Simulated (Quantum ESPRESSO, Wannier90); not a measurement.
**Wannierisation of Ag (fcc (Cu type))**

```xyz
1
Lattice="0.0000 2.0522 2.0522 2.0522 0.0000 2.0522 2.0522 2.0522 0.0000" Properties=species:S:1:pos:R:3 pbc="T T T"
Ag     0.0000     0.0000     0.0000
```

Materials Project entry mp-124; symmetrised, unrelaxed at this level. This is the element's usual structure. Method: PBEsol plane waves in Quantum ESPRESSO 7.5 (PseudoDojo norm-conserving files, 66 Ry, no spin polarisation, no spin-orbit coupling), Bloch states on a 10×10×10 mesh through Γ, Wannier90 4.0.1. Density: 18×18×18 mesh, cold smearing 0.01 Ry.

Functional, cutoff and mesh named above are those of the base row (PBEsol); the first column says what each row takes instead. Model: 9 functions from bands 5-21, start hydrogen-like Ag: s;p;d, disentangled but not localised (num_iter = 0), frozen window tied to the conduction edge or Fermi level of each row, as listed, which moves Ω_I and hoppings a little by itself. Energies are relative to the Fermi level; the misfit is to pw.x on a path, for states up to 1.0 eV relative to the Fermi level. The functional changes, each with its own PseudoDojo files and their cutoffs, on the same cell. The disentangled Ω_I can sit in another minimum from row to row.

```csv
functional,frozen to (eV),Ω_I (Å²),rms misfit (meV),bottom of band 5 (eV),on-site Ag1 pz minus Ag1 s (eV),"hopping modulus Ag1 px – Ag1 pz, R = 1 0 -1 (eV)","hopping modulus Ag1 pz – Ag1 s, R = 1 0 -1 (eV)","hopping modulus Ag1 s – Ag1 s, R = 1 0 -1 (eV)","hopping modulus Ag1 dyz – Ag1 dyz, R = 0 1 -1 (eV)"
LDA,1.50,6.76,7.9,-7.70,7.03,1.778,1.216,0.747,0.347
PBE,1.50,6.79,8.1,-7.65,6.98,1.792,1.224,0.750,0.342
PBEsol,1.50,6.79,8.1,-7.69,6.97,1.791,1.223,0.750,0.345
```
